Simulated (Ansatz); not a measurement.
Input:

MgCu$_{2}$:
```cif
data_Cu4Mg2
_chemical_formula_sum 'Mg2 Cu4'
_space_group_name_H-M_alt 'P 1'
_space_group_IT_number 1
_cell_length_a 4.83683
_cell_length_b 4.83683
_cell_length_c 4.83683
_cell_angle_alpha 60.000
_cell_angle_beta 60.000
_cell_angle_gamma 60.000
loop_
_space_group_symop_operation_xyz
  'x, y, z'
loop_
_atom_site_label
_atom_site_type_symbol
_atom_site_fract_x
_atom_site_fract_y
_atom_site_fract_z
_atom_site_occupancy
Mg1 Mg 0.50000 0.50000 0.50000 1
Mg2 Mg 0.75000 0.75000 0.75000 1
Cu1 Cu 0.12500 0.62500 0.12500 1
Cu2 Cu 0.12500 0.12500 0.12500 1
Cu3 Cu 0.62500 0.12500 0.12500 1
Cu4 Cu 0.12500 0.12500 0.62500 1
```

This is the LDA-relaxed structure.

Question: All from plane-wave PAW LDA (Ansatz code), unless another level is named. Predict the bulk modulus (Birch–Murnaghan fit).

Answer: 117 GPa.

Question: Give the elastic constants (relaxed ions, GPa).

Answer: C11 = 162, C12 = 94.6, C44 = 54.8.

Space group Fd-3m (cubic Laves (MgCu2 type)). The workflow started from a Materials Project entry (that database holds measured and hypothetical structures alike); the Crystallography Open Database files this formula in space group No. 227, but the cells were not matched. Whether it is the stable phase at ambient conditions was not checked. The LDA relaxation kept the symmetry of its start; of distortions, only those at the zone centre were tested. The run is not spin-polarised. As this level gives no gap, shear constants depend on the k-mesh and smearing (Fermi–Dirac, 0.1 eV here).

Potentials: the later of the program's two PAW sets.
